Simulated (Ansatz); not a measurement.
The relaxed structure here is a generated cell of Co: the first start was made by placing the elements on the sites of a structure type, and the end was not matched to a known phase here, so it may be hypothetical. Known forms of Co include space group No. 194.

A relaxed structure of Co. Space group Ia-3d (No. 230). All values below come from PBEsol (plane waves to 420 eV, PAW, scalar-relativistic; Ansatz, a quantum-chemistry and plane-wave program).

Space group Ia-3d (No. 230); a = b = c = 5.7801 Å, α = β = γ = 90.00°

```
atom  site  symmetry       x       y       z
----  ----  --------  ------  ------  ------
Co     16b       .32  0.1250  0.1250  0.1250
```
(The calculation used a cell of 8 atoms; values per cell refer to that cell.)

Q: What magnetic moment does PBEsol give?

A: Zero (the starting moments vanished).

No spin polarisation in the result: the starting moments vanished. A magnetic state may lie lower.

The run could not lose the symmetry of its start, so the end can be a saddle point.
